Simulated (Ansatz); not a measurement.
Relaxed Mo (bcc, W type):

```xyz
2
Lattice="-3.1506 3.1506 3.1506 1.5753 -1.5753 1.5753 1.5753 1.5753 -1.5753" Properties=species:S:1:pos:R:3 pbc="T T T"
Mo     0.0000     0.0000     0.0000
Mo    -1.5753     1.5753     1.5753
```

In this cell atom 1 (Mo, nearest neighbour Mo at 2.729 Å; its periodic images, 2.7 Å or more away, move with it) is moved by u·(0.707, 0.707, 0.000) + v·(0.000, 0.000, 1.000); the rest is frozen.

These are r2SCAN (plane waves to 500 eV, PAW, scalar-relativistic; Ansatz, a quantum-chemistry and plane-wave program) values and carry that method's errors. k mesh 17×17×17 (Γ-centred), Fermi-Dirac smearing 0.05 eV. Points where atoms come too close for the PAW data are left out (x in tables, blank in figures). With partly filled bands, energies and forces of such displacements shift with the k mesh and the smearing. Fu and Fv are the components of the force on the atom. On this mesh the relaxed cell isn't quite at rest: it carries a pressure of 0.1 GPa (compression positive) at the zero of the scan. Mo is run without spin polarisation. Mo was relaxed with its symmetry unable to fall. The last digit holds for this mesh only.

Changes of Fv (eV/Å) from the point u = 0.000 Å, v = 0.000 Å when one coordinate moves alone (two changes are said to add if the coupling is within 5 % of the smaller one, nearly so within 20 %):

```
point                      change
-------------------------  ------
u = 0.000 Å, v = -0.680 Å   3.570
u = 0.000 Å, v = -0.340 Å   3.397
u = -0.340 Å, v = 0.000 Å   0.731
u = 0.340 Å, v = 0.000 Å   -0.731
u = 0.000 Å, v = 0.340 Å   -3.397
u = 0.000 Å, v = 0.680 Å   -3.570
```

Task: Do the two effects add at u = -0.340 Å, v = 0.340 Å? Give the computed change.

Result: The sum of the single changes is 0.731 + (-3.397) = -2.666; the calculation gives -2.063, so the coupling contributes 0.603 (over 20 % of the smaller single change, not additive).

(For displaced atoms, the force is minus the slope of the energy, and its curvature is a force constant, which sets phonon frequencies.)
